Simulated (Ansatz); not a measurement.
**Question.** Each is relaxed and computed with DFT-PBEsol in the program Ansatz with PAW potentials. Which is the only metal?
A) BC7, P-43m (C on 3d, C on 4e, B on 1b)
B) B4C, R-3m (B on 18h, B on 18h, C on 6c, C on 3b)
C) SiBCN, P3m1 (B on 1b, Si on 1c, C on 1b, N on 1c)
D) Al3BC3, P6_3cm (Pearson symbol hP42)

**Answer.** A, BC7, P-43m (C on 3d, C on 4e, B on 1b). BC7: metal; SiBCN: gap 2.40 eV (indirect); B4C: gap 1.46 eV (indirect); Al3BC3: gap 1.64 eV (indirect). Built on a structure type that need not be the filed one of that space group: BC7, P-43m (C on 3d, C on 4e, B on 1b). Typed or built starts, not in the databases checked: SiBCN, P3m1 (B on 1b, Si on 1c, C on 1b, N on 1c). Standing as an ambient phase not checked: BC7, P-43m (C on 3d, C on 4e, B on 1b); B4C, R-3m (B on 18h, B on 18h, C on 6c, C on 3b); Al3BC3, P6_3cm (Pearson symbol hP42). All cells were relaxed under the symmetry of their starts (and spin orders); stability against distortions was not tested throughout.

Potentials: the earlier of the program's two PAW sets. The files were generated under PBE; for other functionals the program regenerates the frozen cores, and for LDA and PBEsol the local potential too.
